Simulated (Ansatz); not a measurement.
Bi₂Se₃:
```xyz
5
Lattice="4.1442 0.0000 0.0000 -2.0721 3.5890 0.0000 0.0000 0.0000 10.5747" Properties=species:S:1:pos:R:3 pbc="T T T"
Bi     0.0000     2.3926     1.9358
Bi     2.0721     1.1963     8.6389
Se     0.0000     0.0000     0.0000
Se     0.0000     2.3926     7.0980
Se     2.0721     1.1963     3.4767
```

Relaxed with HSE06. Special points in fractions of this cell's reciprocal vectors: Γ (0.000, 0.000, 0.000); M (0.500, 0.000, 0.000); K (0.333, 0.333, 0.000); A (0.000, 0.000, 0.500); L (0.500, 0.000, 0.500); H (0.333, 0.333, 0.500).

Question: List the band energies nearest the valence-band maximum at these points for plane-wave PAW HSE06 (Ansatz code).

Answer: In eV from the valence-band maximum; about four levels below and three above (degenerate sets whole), none deeper than 8.9 eV; points with the same levels are listed once.

```
k                          below           above
-  -----------------------------  --------------
Γ        -1.36 -0.91 -0.91 -0.04  1.28 2.60 2.60
M        -2.19 -1.49 -1.11 -0.54  2.21 3.49 3.66
K  -2.50 -2.50 -1.50 -0.69 -0.69  2.71 3.88 3.88
A        -0.94 -0.94 -0.78 -0.39  1.35 2.60 2.60
L        -1.92 -1.09 -1.04 -0.85  2.02 3.31 3.45
H  -2.81 -2.81 -1.65 -0.35 -0.35  3.10 3.55 3.55
```

Space group P-3m1 (La2O3 or Ni2Al3 type). The cell is a constructed one: a structure type filled with these elements; neither database checked (COD, Materials Project) lists it. It is not the phase usual at ambient conditions (space group No. 166). Symmetry was held in the HSE06 relaxation; whether a distortion lowers the energy is not shown. The hybrid was solved on a coarse mesh, the path and, where they were found, the r²SCAN edge points; its band edges are the extreme levels among these. Spin–orbit coupling is left out wherever it is not named.

Potentials: the later of the program's two PAW sets.
